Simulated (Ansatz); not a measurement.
## Ga (dhcp): energy against volume

Computed with Ansatz, DFT, PBEsol, plane waves (420 eV) with PAW, scalar-relativistic. (PAW data from PBE, frozen cores regenerated.)

The cell is scaled uniformly from the relaxed one, with fractional coordinates and shape fixed. Energies are extrapolated to zero smearing, pressures are those at the given smearing. Magnetic state: spin not included.

A Birch-Murnaghan fit gives V₀ = 17.77 Å³/atom, B₀ = 59 GPa, B₀′ = 4.7.

(1) What are the energy above the minimum and the pressure at 18.461 Å³/atom?

(2) What are the energy above the minimum and the pressure at 19.171 Å³/atom?

(3) What are the energy above the minimum and the pressure at 19.881 Å³/atom?

Results:

(1) 4.6 meV/atom and -2.04 GPa as computed.

(2) 17.7 meV/atom and -3.73 GPa as computed.

(3) 37.4 meV/atom and -5.08 GPa as computed.
